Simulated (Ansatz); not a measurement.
An Ansatz (a first-principles code) input:

Ansatz 0.2 input:
```yaml
crystal:
  lattice:
    - [2.2669568739, 1.3088281614, 4.1246695459]
    - [-2.2669568739, 1.3088281614, 4.1246695459]
    - [0.0, -2.6176563228, 4.1246695459]
  atoms:
    - { symbol: Bi, position: [0.2316015552, 0.2316015552, 0.2316015552] }
    - { symbol: Bi, position: [0.7683984448, 0.7683984448, 0.7683984448] }
kpoints:
  mp_grid: { grid: [6, 6, 6] }
hamiltonian:
  xc: hse06
  pseudopotentials: { kind: paw }
scf:
  n_extra_bands: 6
  occupations: { method: gaussian, width: 0.02 }
output:
  eigenvalues: true
  eigenstates:
    e_range: [-9.0, 8.0]
    kpoints:
      - [0.0, 0.0, 0.0]  # GAMMA
      - [0.5, 0.5, 0.5]  # T
      - [0.5, 0.0, 0.0]  # L
      - [0.5, 0.0, 0.5]  # F
      - [0.3668967131, -0.3668967131, 0.0]  # S_0
      - [0.6331032869, 0.0, 0.3668967131]  # S_2
      - [0.5, -0.2337934262, 0.2337934262]  # H_0
      - [0.7662065738, 0.2337934262, 0.5]  # H_2
```

**Question.** How many symmetry operations and irreducible k-points will the run report?

**Answer.** 12 operations, 32 of 216 k-points.

**Question.** With a cutoff of 420 eV, how many plane waves at Γ?

**Answer.** 1417.

It took roughly 5 core-minutes on shared server cores.

Space group R-3m (A7 (α-As type)). The r²SCAN relaxation kept the symmetry of its start; of distortions, only those at the zone centre were tested. Scalar-relativistic: spin–orbit coupling is off unless named, which matters more the heavier the elements.

Potentials: the later of the program's two PAW sets.

Ansatz is a plane-wave DFT program.
